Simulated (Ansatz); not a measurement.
Ta$_{2}$C in space group P4/nmm (No. 129; Ta on 2a, Ta on 2c, C on 2c) under volume change, the program Ansatz at the PBEsol level (PAW), shape and atoms relaxed at each volume.

| V (Å³/atom) | E − E(relaxed) (meV/atom) | P (GPa) |
|---|---|---|
| 11.916 | 105.0 | 30.99 |
| 12.309 | 44.1 | 18.99 |
| 12.701 | … | … |
| 13.094 | 0.0 | 0.00 |
| 13.487 | … | … |
| 13.880 | 35.7 | -13.82 |
| 14.273 | 76.4 | -19.22 |

**Question.** Fill in the missing entries.

**Answer.** 
- 13.487, E − E(relaxed) (meV/atom): 9.4
- 13.487, P (GPa): -7.47
- 12.701, E − E(relaxed) (meV/atom): 10.4
- 12.701, P (GPa): 8.75

**Question.** What does a third-order Birch–Murnaghan fit give for V₀, B₀ and B′?

**Answer.** V₀ = 13.09 Å³/atom, B₀ = 268 GPa, B′ = 4.3.

A made-up cell: these elements were put on the sites of a structure type; neither database checked (COD, Materials Project) lists it. COD files the formula under space group No. 164. Its standing as an ambient phase is unchecked. Symmetry was held in the PBEsol relaxation; its stability against distortions is not shown here. No spin polarisation was allowed. Spin–orbit coupling is left out wherever it is not named.

Potentials: the later of the program's two PAW sets.
